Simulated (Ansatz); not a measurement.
One crystal and one scan (scan of one atom of the cell) at two levels, PBE (plane waves to 420 eV, PAW, scalar-relativistic; Ansatz, a first-principles code) and PBEsol (plane waves to 420 eV, PAW, scalar-relativistic; Ansatz), each from its own relaxed cell and on its own mesh. The cell shown is that of PBE.

Starting cell, SiO$_{2}$ (rutile):

```xyz
6
Lattice="4.2359 0.0000 0.0000 0.0000 4.2359 0.0000 0.0000 0.0000 2.6899" Properties=species:S:1:pos:R:3 pbc="T T T"
Si     2.1179     2.1179     1.3450
Si     0.0000     0.0000     0.0000
O      3.4183     3.4183     1.3450
O      1.3004     2.9355     0.0000
O      2.9355     1.3004     0.0000
O      0.8176     0.8176     1.3450
```

Scan: atom 5 (O, nearest neighbour Si at 1.774 Å; its periodic images, 2.7 Å or more away, move with it) is displaced along Cartesian [110], direction (0.707, 0.707, 0.000) in Cartesian axes, by s. The other atoms stay.

The energy includes the smearing's −TS. SiO2 was relaxed with its symmetry unable to fall. The PAW data are Ansatz's earlier set. Percentages come from the unrounded values. Both scans cover s from -0.180 to 0.180 Å.

```json
[
 {"quantity": "Lattice constant a (Å)", "PBE": "4.236", "PBEsol": "4.195", "PBE − PBEsol": "+0.041 (+1.0 %)"},
 {"quantity": "Lattice constant c (Å)", "PBE": "2.690", "PBEsol": "2.678", "PBE − PBEsol": "+0.012 (+0.4 %)"},
 {"quantity": "Relaxed volume (Å³/atom)", "PBE": "8.04", "PBEsol": "7.85", "PBE − PBEsol": "+0.19 (+2.4 %)"},
 {"quantity": "Band gap of the relaxed cell, no spin-orbit coupling (eV)", "PBE": "5.05", "PBEsol": "5.36", "PBE − PBEsol": "-0.31 (-5.8 %)"},
 {"quantity": "Energy at s = 0.180 Å (meV/cell)", "PBE": "182.7", "PBEsol": "184.1", "PBE − PBEsol": "-1.4 (-0.7 %)"},
 {"quantity": "Force along the line at s = -0.180 Å (eV/Å)", "PBE": "2.045", "PBEsol": "2.061", "PBE − PBEsol": "-0.016 (-0.8 %)"},
 {"quantity": "Force constant k = d²E/ds² at s = 0 (finite differences) (eV/Å²)", "PBE": "11.20", "PBEsol": "11.27", "PBE − PBEsol": "-0.07 (-0.7 %)"}
]
```

PBE gives the higher value for: lattice constant a; lattice constant c; relaxed volume. PBE gives the lower value for: band gap of the relaxed cell, no spin-orbit coupling. They agree on: energy at s = 0.180 Å (within 1.5 %); force along the line at s = -0.180 Å (within 1.5 %); force constant k = d²E/ds² at s = 0 (within 1.5 %). Both give the same symmetry of the curve: even: the same for both signs. Neither level is exact: the differences show how much the result hangs on the functional.

ΔE (meV/cell), each from the undisplaced structure of its own level:

```
s (Å)     PBE  PBEsol
------  -----  ------
-0.180  182.7   184.1
-0.144  116.6   117.5
-0.108   65.5    65.9
-0.072   29.1    29.3
-0.036    7.3     7.3
0.000     0.0     0.0
0.036     7.3     7.3
0.072    29.1    29.3
0.108    65.5    65.9
0.144   116.6   117.5
0.180   182.7   184.1
```

(A displaced cell: forces are minus the slopes of the energy, force constants its curvatures, and phonons follow from these.)
